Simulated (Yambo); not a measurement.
G0W0@LDA for Sr2GaSbO6 (space group Fm-3m, No. 225) in Yambo. Reference settings: 2×2×2 Γ-centred k mesh, 201 bands and a 7 Ry block in the screening, 201 bands in G with the Bruneval-Gonze terminator, plasmon pole fitted at 27.2 eV. The LDA gap Γ → Γ on this mesh is 0.55 eV; G0W0 gaps are taken between the same points.

Gap (Γ → Γ) in eV against the number of bands and the screening block, terminator on:

| bands (W and G) | 2 Ry | 3 Ry | 4 Ry | 6 Ry | 7 Ry |
|---|---|---|---|---|---|
| 65 | 2.553 | 2.422 | 2.359 | 2.337 | 2.376 |
| 87 | 2.286 | 2.160 | 2.096 | 2.080 | 2.124 |
| 119 | 2.119 | 1.987 | 1.923 | 1.906 | 1.955 |
| 161 | 2.049 | 1.909 | 1.839 | 1.821 | 1.872 |
| 201 | 2.007 | 1.858 | 1.783 | 1.761 | 1.808 |

Rough cost of the Yambo step against the reference (shared machines):

```json
[
 {"bands (W and G)": "65", "2 Ry": "1/4", "3 Ry": "1/5", "4 Ry": "1/4", "6 Ry": "1/4", "7 Ry": "1/3"},
 {"bands (W and G)": "87", "2 Ry": "1/3", "3 Ry": "1/3", "4 Ry": "1/3", "6 Ry": "1/3", "7 Ry": "1/3"},
 {"bands (W and G)": "119", "2 Ry": "1/2", "3 Ry": "1/2", "4 Ry": "1/2", "6 Ry": "1/2", "7 Ry": "~1"},
 {"bands (W and G)": "161", "2 Ry": "~1", "3 Ry": "~1", "4 Ry": "~1", "6 Ry": "~1", "7 Ry": "~1"},
 {"bands (W and G)": "201", "2 Ry": "~1", "3 Ry": "~1", "4 Ry": "~1", "6 Ry": "~1", "7 Ry": "1"}
]
```

At the largest block the last step in bands moves the gap by -0.064 eV; at the most bands the last step in the block moves it by 0.047 eV.

Without spin-orbit coupling, band edges of such heavy elements can be off by tenths of an eV.

The standard potentials for Ga, Sb keep a d shell in the valence without the s and p states of that shell. In tests on such compounds this moved G0W0 gaps by up to about 0.9 eV, so absolute quasiparticle energies here are unreliable; differences between settings are what counts.

Geometry of the Materials Project entry, not relaxed at this level; primitive cell a = b = c = 5.6409 Å, α = β = γ = 60.00°.

The structure is a Materials Project entry; no match was found in the copy of COD used, and its stability was not checked.
